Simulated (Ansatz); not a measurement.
# ZnSnP2: from a starting cell to a relaxed one

The start is a generated trial cell of ZnSnP2 in the chalcopyrite structure type. Cell shape, volume and atoms are optimised at zero target pressure with PBE (plane waves to 420 eV, PAW, scalar-relativistic; Ansatz, a program for electronic structure). First-step values are on the input's coarse k-mesh.

Ansatz input (later rounds restart from its end on a renewed k-mesh):
Ansatz 0.2 input:
```yaml
crystal:
  lattice:
    - [-2.79143, 2.79143, 5.501054]
    - [2.79143, -2.79143, 5.501054]
    - [2.79143, 2.79143, -5.501054]
  atoms:
    - { symbol: Zn, position: [0.75, 0.25, 0.5] }
    - { symbol: Zn, position: [0, 0, 0] }
    - { symbol: Sn, position: [0.25, 0.75, 0.5] }
    - { symbol: Sn, position: [0.5, 0.5, 0] }
    - { symbol: P, position: [0.1324, 0.125, 0.5074] }
    - { symbol: P, position: [0.6176, 0.625, 0.4926] }
    - { symbol: P, position: [0.375, 0.8676, 0.9926] }
    - { symbol: P, position: [0.875, 0.3824, 0.0074] }
basis: { ecutwfc: 420, ecutrho_ratio: 4, xc_grid: 2, fft_grid_basis: typed }
kpoints: { mp_grid: { grid: [6, 6, 6] } }
hamiltonian:
  xc: pbe
  dispersion: none
  pseudopotentials: { kind: paw }
scf: { occupations: { method: fermi_dirac, width: 0.05 } }
relax: { f_tol: 0.01, max_steps: 100, cell: { stress_tol: 0.02 } }
output: { forces: true, stress: true }
```

Task: What pressure does the first self-consistent step give?

Result: +9.4 GPa (positive: the cell is compressed).

Task: Which atoms feel the largest initial force, and how large is it?

Result: 2.23 eV/Å, on P5, P6, P7, P8 (atoms numbered as listed).

Task: By how much does the energy per atom fall from start to end?

Result: 0.13 eV/atom.

Task: How does the volume change?

Result: +8.4 %, from 21.43 to 23.24 Å³/atom.

Task: How do the shortest distances between atoms change?

Result: The closest pairs of elements (up to four, under 3.6 Å), start → end: P–Sn 2.38 → 2.55 Å; P–Zn 2.43 → 2.40 Å.

Task: Is the relaxed structure metallic? Give its gap.

Result: 0.68 eV, direct at Γ (no spin-orbit coupling).

Task: What does it relax into? Give the structure.

Result: 
```cif
data_P8Sn4Zn4
_chemical_formula_sum 'Zn4 Sn4 P8'
_space_group_name_H-M_alt 'I-42d'
_space_group_IT_number 122
_space_group_name_Hall 'I -4 2bw'
_cell_length_a 5.70234
_cell_length_b 5.70234
_cell_length_c 11.43555
_cell_angle_alpha 90.000
_cell_angle_beta 90.000
_cell_angle_gamma 90.000
loop_
_atom_site_label
_atom_site_type_symbol
_atom_site_symmetry_multiplicity
_atom_site_Wyckoff_symbol
_atom_site_fract_x
_atom_site_fract_y
_atom_site_fract_z
_atom_site_occupancy
Zn1 Zn 4 a 0.00000 0.00000 0.00000 1
Sn1 Sn 4 b 0.00000 0.00000 0.50000 1
P1 P 8 d 0.25000 0.27223 0.37500 1
```
(The calculation used a cell of 8 atoms; values per cell refer to that cell.)

The space group stays I-42d (No. 122) (the run could not lower it); the end is chalcopyrite type, with 8 atoms in the primitive cell. Final values are on a 8×8×8 k-mesh of the relaxed cell. No spin polarisation in the result.

The run could not lose the symmetry of its start; a randomly shaken copy of 8 atoms returns to this structure.
